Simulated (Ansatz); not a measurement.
**Two structure types, many compounds: NiAs type against zinc blende**

The same compounds were relaxed in two structure types, A (NiAs type) and B (zinc blende). The sign of the energy difference maps which chemistry favours which net.

The yardstick is SiC. Energies compare within a row alone.

Methods, by column (Ansatz, a plane-wave PAW program): energies: PBE, total energy at 0 K with the change to a 700 eV cutoff added (comparable within one formula alone); volumes: PBE, relaxed cell; gaps, gap of B: PBE; electronegativity spread: pymatgen's element table; height above the lowest phase: PBE, against the lowest phase of the formula computed here.

Definitions used: ΔE = E(B) − E(A); volume change = V(B)/V(A) − 1; shift = ΔE − ΔE_ref.

```
crystal         E of A (eV/atom)  E of B (eV/atom)  V of A (Å³/atom)  V of B (Å³/atom)  gap of A (eV)  gap of B (eV)  electronegativity spread (Pauling)  lower of the two above the lowest phase (meV/atom)  E(B) − E(A) (meV/atom)  volume change (%)  ΔE against the reference (meV/atom)
--------------  ----------------  ----------------  ----------------  ----------------  -------------  -------------  ----------------------------------  --------------------------------------------------  ----------------------  -----------------  -----------------------------------
SnO                    −3295.327         −3295.395             16.79             20.56           0.00           0.00                                1.48                                                 460                   −68.0               22.5                                  714
SiC, reference          −442.800          −443.582              8.48             10.50           0.00           1.37                                0.65                                                   1                  −782.0               23.8                                    0
GaP                    −2269.334         −2269.781             17.35             20.86           0.00           1.58                                0.38                                                   0                  −447.0               20.2                                  335
InP                    −3176.702         −3177.004             21.60             26.45           0.00           0.44                                0.41                                                   0                  −302.0               22.5                                  480
InSb                   −6041.126         −6041.295             29.31             36.51           0.00           0.00                                0.27                                                   0                  −169.0               24.6                                  613
GaSb                   −5133.698         −5133.921             24.47             29.99           0.00           0.00                                0.24                                                   0                  −223.0               22.6                                  559
InAs                   −5226.994         −5227.236             24.11             29.60           0.00           0.00                                0.40                                                   0                  −242.0               22.8                                  540
BP                      −455.034          −456.225             10.33             11.76           0.00           1.25                                0.15                                                   0                 −1191.0               13.8                                 −409
HgS                    −7357.650         −7357.907             22.15             26.88           0.00           0.00                                0.58                                                   6                  −257.0               21.4                                  525
```

Model phases, started by placing the elements on a structure type or from a typed cell, with no claim that they are known: SnO; SiC; InP; InSb; HgS. Runs started from generated or typed cells of the structure named: GaP (for some of its values); GaSb (for some of its values); InAs (for some of its values); BP (for some of its values). No claim is made that these are known or stable phases: GaP; GaSb; InAs; BP. No gap (0.00) means none at this level, which can close a small real gap. Spin–orbit coupling is left out unless named.

The steps for InP:

ΔE = 1000 × (−3177.004 − (−3176.702)) = −302.0 meV/atom; volume change: 100 × (26.45/21.60 − 1) = 22.5 %; ΔE against the reference: (−302.0) − (−782.0) = 480 meV/atom.

Ranking by ΔE, most in favour of B first: BP (−1191.0 ± 6.9), SiC (−782.0 ± 6.9), GaP (−447.0 ± 6.9), InP (−302.0 ± 6.9), HgS (−257.0 ± 6.9), InAs (−242.0 ± 6.9), GaSb (−223.0 ± 6.9), InSb (−169.0 ± 6.9), SnO (−68.0 ± 6.9). The ± follows from allowances picked for this note (energies 0.004 eV/atom, energies 0.004 eV/atom, 4 meV/atom on the figure itself), carried to first order and added in quadrature; ≈ joins neighbours closer than their two ± added in quadrature.

A is lower for no row; B is lower for SnO, SiC, GaP, InP, InSb, GaSb, InAs, BP, HgS.

Phases never computed could lie lower. Vibrational terms are left out. Caveats that name a compound hold for one or both of its types. Rows are a sample of the formulas computed in both types, kept where one of the types is near the lowest computed phase for half the rows or more. Limits of the draw: compounds alone, the lowest cell of each type. As a rule kept out of such tables: 4f compounds, open-shell compounds run without a Hubbard term, cells found unstable in the tests at hand, cells close to a higher symmetry, and runs set to a pressure or over 12 % in volume from the crystal's fullest run.
